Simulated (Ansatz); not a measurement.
# Notes on KMnF3

```
CELL_PARAMETERS angstrom
4.34087 0.00000 0.00000
0.00000 4.34087 0.00000
0.00000 0.00000 4.34087
ATOMIC_POSITIONS crystal
Mn 0.00000 0.00000 0.00000
F 0.50000 0.00000 0.00000
F 0.00000 0.50000 0.00000
F 0.00000 0.00000 0.50000
K 0.50000 0.50000 0.50000
```

The numbers come from plane-wave PAW DFT (Ansatz): LDA, with U_eff = 6.08 eV on Mn d (all-electron-ortho-atomic projectors), collinear spin, 420 eV, 4×4×4 (shifted by 0.5, 0.5, 0.5 steps) k points, gaussian occupations (width 0.0122 eV). Nothing was relaxed.

Magnetic state (reached from a saved solution, and it need not be the lowest): Mn1 up.

(1) What is the band gap?

(2) Describe some of the short contacts.

(3) What is the character of the valence top and the conduction bottom?

(4) Give the Bader charges.

Origin: a known structure type with other elements, at an estimated volume, so it need not be a known compound. Caveats: the mesh misses a band edge that the path finds.

## Answers

(1) The gap is 2.99 eV, indirect or between spins (the least direct gap found is 5.41 eV).

(2) Mn–F at 2.17 Å: least valence density 0.35 e/Å³ and ELF 0.10 there. K–F at 3.07 Å: least valence density 0.05 e/Å³ and ELF 0.02 there, a closed-shell (ionic or weak) contact. Both are smooth PAW fields, read partly inside the augmentation spheres.

(3) Within 0.7 eV of the edges, the states project mainly on F p (58 %) and Mn d (41 %) below the gap and on K s (48 %), Mn s (29 %) and F s (15 %) above it.

(4) Bader charges in e: K +0.89, Mn +1.61, F -0.83. In the mean Mn gives up most and F takes most.
